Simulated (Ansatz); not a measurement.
Ti$_{5}$Ge$_{4}$:
```cif
data_Ge16Ti20
_chemical_formula_sum 'Ti20 Ge16'
_space_group_name_H-M_alt 'Pnma'
_space_group_IT_number 62
_space_group_name_Hall '-P 2ac 2n'
_cell_length_a 6.65332
_cell_length_b 12.78792
_cell_length_c 6.75714
_cell_angle_alpha 90.000
_cell_angle_beta 90.000
_cell_angle_gamma 90.000
loop_
_atom_site_label
_atom_site_type_symbol
_atom_site_symmetry_multiplicity
_atom_site_Wyckoff_symbol
_atom_site_fract_x
_atom_site_fract_y
_atom_site_fract_z
_atom_site_occupancy
Ti1 Ti 4 c 0.17468 0.25000 0.50316 1
Ti2 Ti 8 d 0.14808 0.62557 0.33393 1
Ti3 Ti 8 d 0.01447 0.09393 0.17842 1
Ge1 Ge 4 c 0.31833 0.25000 0.15116 1
Ge2 Ge 4 c 0.04780 0.25000 0.88874 1
Ge3 Ge 8 d 0.19387 0.03966 0.53707 1
```

Relaxed with r²SCAN.

Task: Which orbitals make up the states near the Fermi level in plane-wave PAW r²SCAN (Ansatz code)?

Result: Within 0.5 eV of the Fermi level: Ti 3d 89 %, Ge 4p 6 %. Projections are on Löwdin-orthogonalised atomic valence shells; empty p or d shells of many metals are not among them.

Task: Tabulate the density of states.

Result: States/eV per cell of 36 atoms, in 0.25 eV bins, energy from the Fermi level.

| E (eV) | total | Ti 3d | Ge 4p | Ti 4s |
|---|---|---|---|---|
| -7.85 | 0.06 | 0.01 | 0.00 | 0.00 |
| -7.60 | 0.00 | 0.00 | 0.00 | 0.00 |
| -7.35 | 0.00 | 0.00 | 0.00 | 0.00 |
| -7.10 | 0.00 | 0.00 | 0.00 | 0.00 |
| -6.85 | 0.00 | 0.00 | 0.00 | 0.00 |
| -6.60 | 0.00 | 0.00 | 0.00 | 0.00 |
| -6.35 | 0.00 | 0.00 | 0.00 | 0.00 |
| -6.10 | 0.00 | 0.00 | 0.00 | 0.00 |
| -5.85 | 0.00 | 0.00 | 0.00 | 0.00 |
| -5.60 | 0.00 | 0.00 | 0.00 | 0.00 |
| -5.35 | 10.70 | 1.72 | 6.15 | 1.95 |
| -5.10 | 16.44 | 3.03 | 9.30 | 2.62 |
| -4.85 | 13.25 | 2.68 | 7.42 | 1.86 |
| -4.60 | 13.45 | 2.91 | 7.53 | 1.62 |
| -4.35 | 11.76 | 2.90 | 6.44 | 1.09 |
| -4.10 | 11.18 | 2.63 | 6.60 | 0.98 |
| -3.85 | 15.45 | 3.74 | 9.20 | 1.21 |
| -3.60 | 15.67 | 4.22 | 9.31 | 1.05 |
| -3.35 | 18.32 | 5.31 | 10.96 | 0.92 |
| -3.10 | 21.68 | 6.96 | 12.65 | 0.81 |
| -2.85 | 26.35 | 9.32 | 15.03 | 0.71 |
| -2.60 | 25.99 | 10.28 | 14.12 | 0.53 |
| -2.35 | 30.32 | 13.02 | 15.71 | 0.42 |
| -2.10 | 39.88 | 20.50 | 17.78 | 0.37 |
| -1.85 | 22.50 | 12.36 | 9.30 | 0.20 |
| -1.60 | 19.98 | 11.80 | 7.41 | 0.17 |
| -1.35 | 8.67 | 5.81 | 2.46 | 0.13 |
| -1.10 | 24.24 | 18.32 | 4.46 | 0.34 |
| -0.85 | 29.21 | 23.18 | 4.46 | 0.30 |
| -0.60 | 32.19 | 28.22 | 2.31 | 0.29 |
| -0.35 | 26.42 | 23.72 | 1.41 | 0.27 |
| -0.10 | 16.03 | 14.35 | 0.93 | 0.19 |
| 0.15 | 22.68 | 19.91 | 1.62 | 0.35 |
| 0.40 | 11.53 | 10.10 | 0.89 | 0.13 |
| 0.65 | 21.71 | 19.29 | 1.52 | 0.22 |
| 0.90 | 28.39 | 25.48 | 1.80 | 0.27 |
| 1.15 | 38.68 | 35.14 | 2.07 | 0.40 |
| 1.40 | 49.30 | 45.78 | 1.94 | 0.42 |
| 1.65 | 56.56 | 52.88 | 1.91 | 0.39 |
| 1.90 | 45.71 | 42.29 | 1.92 | 0.31 |

The first step of the workflow began from a Materials Project structure, measured or hypothetical; the Crystallography Open Database copy checked does not list it. Its standing as an ambient phase is unchecked. Symmetry was held in the r²SCAN relaxation; its stability against distortions is not shown here. The run is not spin-polarised. Scalar-relativistic: spin–orbit coupling is off unless named, which matters more the heavier the elements.

Potentials: the later of the program's two PAW sets.
